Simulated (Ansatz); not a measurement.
A crystal relaxed with r2SCAN+rVV10 in the PAW code Ansatz has space group C2/m (No. 12) and a = 20.782 Å, b = 4.209 Å, c = 7.349 Å, β = 97.3°.

```csv
atom,site,x,y,z
Bi,4i,0.1640,0.5000,0.0545
Te,4i,0.4286,0.5000,0.1562
Te,4i,0.2445,0.5000,0.7270
Xx,4i,0.1409,0.0000,0.5589
Te,4i,0.4266,0.0000,0.6277
```

r2SCAN gives an indirect gap of 0.42 eV, from C₂–Y₂ (0.80 of the way from C₂) to Γ; the least direct gap is 0.55 eV at Y₂–Γ (0.90 of the way from Y₂). The PBE gap is indirect, 0.22 eV (C₂–Y₂ (0.80 of the way from C₂) to Γ), below the direct gap of 0.40 eV at Y₂–Γ (0.90 of the way from Y₂). Meshes: r2SCAN 6×6×4, PBE 6×6×4.

Q: Which element is Xx?
A. As
B. P
C. Sb
D. N

A: A. Xx is As: a 10-atom cell of BiAsTe3 built on the tetradymite structure (relaxed group C2/m). Bi has 6 Te at 3.10–3.18 Å; Te has 1 As at 2.69 Å and 2 Bi at 3.13 Å; Te has 3 Bi at 3.10–3.14 Å and 2 As at 3.15 Å; As has 5 Te at 2.69–3.15 Å; Te has 2 As at 2.79 Å and 1 Bi at 3.18 Å.

No spin polarisation. The prototype was imposed, so other structures may be more stable.

Spin-orbit coupling is left out; in compounds of Pb, Bi, Tl or Hg it can lower a gap by up to about 1 eV, split its edges or invert the bands.

Where an edge lies off the special points, it is a point of the mesh or the k point where a search put PBE's edge or least direct gap, reused for the other functionals, whose own edges may lie a little apart; PBE's own value is read along its path and can be a few hundredths of an eV high.
